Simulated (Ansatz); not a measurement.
BeSe:
```
BeSe
1.0
    0.00000     2.58884     2.58884
    2.58884     0.00000     2.58884
    2.58884     2.58884     0.00000
Se Be
1 1
Direct
  0.75000   0.75000   0.75000
  0.00000   0.00000   0.00000
```

DFT-PBE in the program Ansatz with PAW potentials gives a gap of 2.67 eV without spin–orbit coupling, maximum at Γ, minimum at X.

### Question
What happens when spin–orbit coupling is switched on?

### Answer
The gap falls by 0.14 eV, to 2.53 eV; maximum at Γ, minimum at X.

### Question
How large is the spin–orbit splitting of the valence top at Γ?

### Answer
The fourfold level lies 0.44 eV above the split-off pair.

### Question
Give the electron effective mass with spin–orbit coupling.

### Answer
0.27, 0.27, 0.90 mₑ (principal values).

### Question
Give the hole effective mass with spin–orbit coupling, band 1 of 2 at the edge.

### Answer
0.47 along [100], 0.88 along [110], 1.1 along [111] (mₑ).

### Question
Give the hole effective mass with spin–orbit coupling, band 2 of 2 at the edge.

### Answer
0.27 along [100], 0.21 along [110], 0.20 along [111] (mₑ).

Space group F-43m (zinc blende). Symmetry was held in the PBE relaxation; phonons on a q-mesh show no instability.

Potentials: the later of the program's two PAW sets.
